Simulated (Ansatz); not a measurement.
Structure relaxation, ZnCu$_{2}$SnSe$_{4}$

The start is a relaxed ZnCu2SnSe4 cell shaken by Gaussian noise of σ = 0.08 Å a coordinate. The cell and all atomic positions are relaxed at zero pressure with PBE (plane waves to 420 eV, PAW, scalar-relativistic; Ansatz, a program for electronic structure). First-step values are on the input's coarse k-mesh.

Ansatz input (later rounds restart from its end on a renewed k-mesh):
Ansatz 0.2 input:
```yaml
crystal:
  lattice:
    - [6.5608991449, 0, 0]
    - [-3.2804495724, 5.6819053311, 0]
    - [0, 0, 7.6793315655]
  atoms:
    - { symbol: Cu, position: [0.6705159231, 0.3388754088, 0.2410608264] }
    - { symbol: Cu, position: [0.3213558589, 0.656831915, 0.2466690498] }
    - { symbol: Se, position: [0.5043716603, 0.4987792246, 0.4095073445] }
    - { symbol: Se, position: [-0.0130222029, 0.4876941305, 0.4229729266] }
    - { symbol: Se, position: [0.5076872525, 0.0052460898, 0.4225296914] }
    - { symbol: Se, position: [-0.0143117086, -0.0185722396, 0.0630833651] }
    - { symbol: Sn, position: [0.0086854859, 0.0065508059, 0.3993564439] }
    - { symbol: Zn, position: [-0.0129415588, -0.005805454, 0.733647744] }
basis: { ecutwfc: 420, ecutrho_ratio: 4, xc_grid: 2, fft_grid_basis: typed }
kpoints: { mp_grid: { grid: [4, 4, 3] } }
hamiltonian:
  xc: pbe
  dispersion: none
  pseudopotentials: { azcp: { folder: ./paw }, kind: paw }
scf: { occupations: { method: fermi_dirac, width: 0.05 } }
relax: { f_tol: 0.01, max_steps: 100, cell: { stress_tol: 0.02 } }
output: { forces: true, stress: true }
```

- Largest initial force: 1.42 eV/Å, on Zn8 (atoms numbered as listed)
- Volume change: -30.7 %, from 35.78 to 24.81 Å³/atom
- Relative to the parent: It does not go back: it reaches P1 (No. 1), 0.55 eV/atom below the parent
- Band gap at the end: no clear gap: the sampled points leave 0.06 eV away from the symmetry points, which may be a band crossing missed between them
- Optimiser moves: 97

Final values are on a 12×8×6 k-mesh of the relaxed cell. No spin polarisation in the result.

The relaxed structure here is a generated cell of ZnCu2SnSe4: the first start was made by a random draw of sites in a space group, and the end was not matched to a known phase here, so it may be hypothetical. Known forms of ZnCu2SnSe4 include space group No. 82.
